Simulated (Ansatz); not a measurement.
# GaSb

```
Ga Sb
1.0
     0.00000    3.10806    3.10806
     3.10806    0.00000    3.10806
     3.10806    3.10806    0.00000
Ga Sb
1 1
Direct
  0.00000 0.00000 0.00000
  0.25000 0.25000 0.25000
```

Atom numbers follow the list: Ga1, Sb2.

The cell was built from the zincblende type and relaxed in the same program, and has space group F-43m; it needn't be a known or the stable phase.

No spin–orbit coupling, which matters for the heavy atoms here.

Levels of theory: DFT, PBE, all-electron LAPW, scalar-relativistic (Ansatz 0.2.0); DFT, PBE, PAW with Ansatz's default frozen-core files, scalar-relativistic (Ansatz 0.2.0).

For LAPW: a Γ-centred 9×9×9 k mesh, Fermi–Dirac smearing of 0.08 eV, basis error target 1 meV/atom, no spin polarisation. PAW takes a cutoff of 420 eV at this cell. The Ansatz runs share mesh, smearing and spin set-up. Values come from LAPW unless marked.

```json
{"Volume per atom": "30.02 Å³", "Pressure at this cell": "-0.3 kbar"}
```

Q: Give the computed value. Löwdin charges (with 0.04 e of the cell spilling out of the atomic basis, so their sizes and signs hang on that basis).

A: Ga1 -0.23, Sb2 0.26 e.

Q: Bader charges (from the PAW run): what does the calculation give?

A: Ga1 +0.32, Sb2 -0.32 e.

Q: Predict this quantity. Density of states at the Fermi level (0.2 eV bin).

A: 0.00 states/eV per cell.

Q: Predict this quantity. Band gap.

A: None at this level of theory (metallic, semimetallic, or a small gap that the functional closes).
